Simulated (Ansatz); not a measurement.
**ScAg$_{2}$: enthalpy under pressure, worked through**

The calculation used Ansatz 0.2.0, DFT PBEsol, scalar-relativistic, plane waves, PAW. (420 eV cutoff, 16×16×16 k-mesh, Gaussian smearing of 0.10 eV, no spin polarisation)

The relaxed crystal:

```
Sc Ag
1.0
    -1.75179    1.75179    4.40240
     1.75179   -1.75179    4.40240
     1.75179    1.75179   -4.40240
Sc Ag
1 2
Direct
  0.00000 0.00000 0.00000
  0.66686 0.66686 0.00000
  0.33314 0.33314 0.00000
```

Cell and atoms were relaxed at each target pressure within the start's symmetry (I4/mmm), at zero temperature; other phases can be more stable under pressure. H = E + PV with P the target; E is the free energy at the smearing used, whose derivative the pressure is, per atom and counted from zero pressure. The mesh named is that at zero pressure; some other pressures ran on another.

| P (GPa) | V (Å³/atom) | E − E0 (meV) | H − H0 (meV) |
| --- | --- | --- | --- |
| 0 | 18.013 | 0.0 | 0.0 |
| 3 | 17.535 | 4.4 | 332.7 |
| 8 | 16.876 | 26.6 | 869.2 |
| 15 | 16.141 | 78.7 | 1589.8 |
| 30 | 14.991 | 236.4 | 3043.3 |

Task: Thermodynamics gives dH/dP = V along a relaxed path. Integrate V over P by the trapezoid rule and compare with the computed enthalpies.

Result: With 1 eV/Å³ = 160.22 GPa, each step adds the mean volume times ΔP / 160.22:
| P (GPa) | ∫V dP (meV) | H − H0 (meV) | difference (meV) |
| --- | --- | --- | --- |
| 3 | 332.8 | 332.7 | 0.1 |
| 8 | 869.7 | 869.2 | 0.5 |
| 15 | 1591.0 | 1589.8 | 1.2 |
| 30 | 3048.3 | 3043.3 | 5.0 |

V(P) curves upward, so the trapezoid rule runs high; integrating a smooth curve through the same points puts that excess at about 4.6 meV at 30 GPa, against the 5.0 meV found.

Task: At 30 GPa, how much of the enthalpy change is stored energy and how much is the PV term?

Result: E rises by 236 meV/atom and PV is 30 × 14.991 / 160.22 = 2807 meV/atom, so PV makes 92 % of ΔH. So between rival structures at high pressure a small difference in volume can outweigh the difference in energy: 1 % of this volume is worth 28.1 meV/atom at this pressure.

Task: What bulk modulus do the lowest pressures give?

Result: From the pressures that the runs reached, -3.01 GPa (18.585 Å³) and 3.00 GPa (17.535 Å³), B = −ΔP/Δln V = 6.01 / 0.0581 = 103 GPa, a mean over that range.